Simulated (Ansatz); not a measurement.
# Structure optimisation: chromium, dhcp

Level of theory: Ansatz, DFT, PBEsol, plane waves (420 eV) with PAW, scalar-relativistic. The PAW files were generated under PBE, with cores re-solved for the functional.

k-point mesh 14×14×4, Fermi-Dirac smearing 0.05 eV, starting moments 1.50 ×2, -1.50 ×2 μB. Cell and atoms relax.

Starting structure:

```yaml
crystal:
  lattice:
    - [2.569259227, 0.0, 0.0]
    - [-1.2846296135, 2.2250437595, 0.0]
    - [0.0, 0.0, 8.3912006354]
  atoms:
    - { symbol: Cr, position: [0.0, 0.0, 0.0], spin: 1.5 }
    - { symbol: Cr, position: [0.0, 0.0, 0.5], spin: 1.5 }
    - { symbol: Cr, position: [0.3333333333, 0.6666666667, 0.25], spin: -1.5 }
    - { symbol: Cr, position: [0.6666666667, 0.3333333333, 0.75], spin: -1.5 }
hamiltonian:
  xc: pbesol
  pseudopotentials:
    kind: paw
    azcp:
      Cr: "pseudopotentials/Cr.paw.azcp"
basis:
  ecutwfc: 420
  fft_grid_basis: typed
kpoints:
  mp_grid: { grid: [14, 14, 4], shift: [0, 0, 0] }
magnetization:
  spin_polarized: true
scf:
  occupations: { method: fermi_dirac, width: 0.05 }
relax:
  max_steps: 60
  f_tol: 0.01
  cell: {}
output:
  write_density: true
  write_potential: true
  elf: true
  volumetric_format: npy
```

Problem. What cell does the relaxation end in?

Solution. P6_3/mmc with a = 2.468 Å, c = 8.696 Å (c/a = 3.523); 11.47 Å³ per atom against 11.99 at the start (-4.3 %).

Problem. How much energy does the relaxation gain?

Solution. 42.0 meV per atom.

Problem. Which magnetic state does it end in?

Solution. non-magnetic.
